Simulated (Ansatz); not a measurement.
Given:

Be5Au:
```cif
data_Au4Be20
_chemical_formula_sum 'Be20 Au4'
_space_group_name_H-M_alt 'F-43m'
_space_group_IT_number 216
_space_group_name_Hall 'F -4 2 3'
_cell_length_a 6.07209
_cell_length_b 6.07209
_cell_length_c 6.07209
_cell_angle_alpha 90.000
_cell_angle_beta 90.000
_cell_angle_gamma 90.000
loop_
_atom_site_label
_atom_site_type_symbol
_atom_site_symmetry_multiplicity
_atom_site_Wyckoff_symbol
_atom_site_fract_x
_atom_site_fract_y
_atom_site_fract_z
_atom_site_occupancy
Be1 Be 16 e 0.62475 0.62475 0.62475 1
Be2 Be 4 c 0.25000 0.25000 0.25000 1
Au1 Au 4 a 0.00000 0.00000 0.00000 1
```
(The calculation used a cell of 6 atoms; values per cell refer to that cell.)

This is the PBEsol-relaxed structure.

Q: All from plane-wave PAW PBEsol (Ansatz code), unless another level is named. Give the Hill bulk and shear moduli.

A: 146 and 127 GPa.

Q: And the highest zone-centre frequency?

A: 101.8 meV.

The first step of the workflow began from a Materials Project structure, measured or hypothetical; the Crystallography Open Database files this formula in space group No. 216, but the cells were not matched. Its standing as an ambient phase is unchecked. The PBEsol relaxation kept the symmetry of its start; whether a distortion lowers the energy is not shown. As this level gives no gap, shear constants depend on the k-mesh and smearing (Fermi–Dirac, 0.1 eV here). Scalar-relativistic: spin–orbit coupling is off unless named, which matters more the heavier the elements.

Potentials: the later of the program's two PAW sets.
